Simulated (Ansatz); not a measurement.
Si₃Mo₅:
```
Si3Mo5
1.0
    7.26820     0.00000     0.00000
   -3.63410     6.29445     0.00000
    0.00000     0.00000     5.03483
Si Mo
6 10
Direct
  0.39417   0.39417   0.75000
  0.60583   0.60583   0.25000
  0.00000   0.39417   0.25000
  0.00000   0.60583   0.75000
  0.60583   0.00000   0.75000
  0.39417   0.00000   0.25000
  0.66667   0.33333   0.00000
  0.33333   0.66667   0.00000
  0.33333   0.66667   0.50000
  0.66667   0.33333   0.50000
  0.75937   0.75937   0.75000
  0.24063   0.24063   0.25000
  0.00000   0.75937   0.25000
  0.00000   0.24063   0.75000
  0.24063   0.00000   0.75000
  0.75937   0.00000   0.25000
```

Relaxed with r²SCAN.

Q: Give the Bader charges and basin volumes of the independent atoms, r²SCAN (plane waves, PAW; program Ansatz).

A: 

| atom | Bader charge (e) | Bader volume (Å³) |
|---|---|---|
| Si1 | -0.60 | 13.8 |
| Mo7 | +0.32 | 13.6 |
| Mo11 | +0.39 | 15.5 |

Space group P6_3/mcm. The first step of the workflow began from a Materials Project structure, measured or hypothetical; the Crystallography Open Database copy checked does not list it. COD files the formula under space group No. 140. Its standing as an ambient phase is unchecked. The cell was relaxed with r²SCAN under the symmetry of its start; its stability against distortions is not shown here. The run is not spin-polarised.

Potentials: the later of the program's two PAW sets.
